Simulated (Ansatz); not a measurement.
Crystal: HfO2, fluorite type, 3 atoms in the cell.

Computed with HSE06, plane waves, PAW datasets (earlier set, tuned by hand) in Ansatz.

Cutoff 930 eV; exchange singularity: regularized; k-mesh 4×4×4 Γ-centred; Fermi–Dirac smearing of 0.05 eV; no spin polarisation; no spin–orbit coupling.

The fit to the energies gives V₀ = 10.771 Å³/atom (a₀ = 5.056 Å), B₀ = 271 GPa, B₀′ = 4.15.

**Question.** What pressure does the program print at V = 10.317 Å³/atom, and how far above the lowest computed point (V = 10.643 Å³/atom) does the energy lie?

**Answer.** 12.77 GPa and 16.12 meV/atom. All points:

```json
{"V (Å³/atom)": "9.991", "a (Å)": "4.9310", "E − E(min) (meV/atom)": "53.01", "P (GPa)": "23.81"}
{"V (Å³/atom)": "10.317", "a (Å)": "4.9841", "E − E(min) (meV/atom)": "16.12", "P (GPa)": "12.77"}
{"V (Å³/atom)": "10.643", "a (Å)": "5.0360", "E − E(min) (meV/atom)": "0.00", "P (GPa)": "3.33"}
{"V (Å³/atom)": "10.969", "a (Å)": "5.0868", "E − E(min) (meV/atom)": "1.66", "P (GPa)": "-4.75"}
{"V (Å³/atom)": "11.295", "a (Å)": "5.1367", "E − E(min) (meV/atom)": "18.52", "P (GPa)": "-11.66"}
```

The stress includes the program's correction for the finite plane-wave basis.

The k-mesh is coarse, so these values belong to this mesh and can lie far from the converged ones. This cubic structure is a model: it isn't the usual form of the substance at ambient conditions, and such phases are metastable or hypothetical.
